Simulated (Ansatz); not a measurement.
Input:

BaO:
```cif
data_Ba4O4
_chemical_formula_sum 'Ba4 O4'
_space_group_name_H-M_alt 'Fm-3m'
_space_group_IT_number 225
_space_group_name_Hall '-F 4 2 3'
_cell_length_a 5.43398
_cell_length_b 5.43398
_cell_length_c 5.43398
_cell_angle_alpha 90.000
_cell_angle_beta 90.000
_cell_angle_gamma 90.000
loop_
_atom_site_label
_atom_site_type_symbol
_atom_site_symmetry_multiplicity
_atom_site_Wyckoff_symbol
_atom_site_fract_x
_atom_site_fract_y
_atom_site_fract_z
_atom_site_occupancy
Ba1 Ba 4 a 0.00000 0.00000 0.00000 1
O1 O 4 b 0.50000 0.50000 0.50000 1
```
(The calculation used a cell of 2 atoms; values per cell refer to that cell.)

This is the LDA-relaxed structure.

All from plane-wave PAW LDA (Ansatz code), unless another level is named. Give the Hill bulk and shear moduli.

85.9 and 39.7 GPa.

Predict the highest zone-centre frequency (without LO–TO term).

10.7 meV.

Give the zero-point energy.

29.4 meV/atom.

The LDA relaxation kept the symmetry of its start; phonons on a q-mesh show no instability. Scalar-relativistic: spin–orbit coupling is off unless named, which matters more the heavier the elements.

Potentials: the later of the program's two PAW sets.
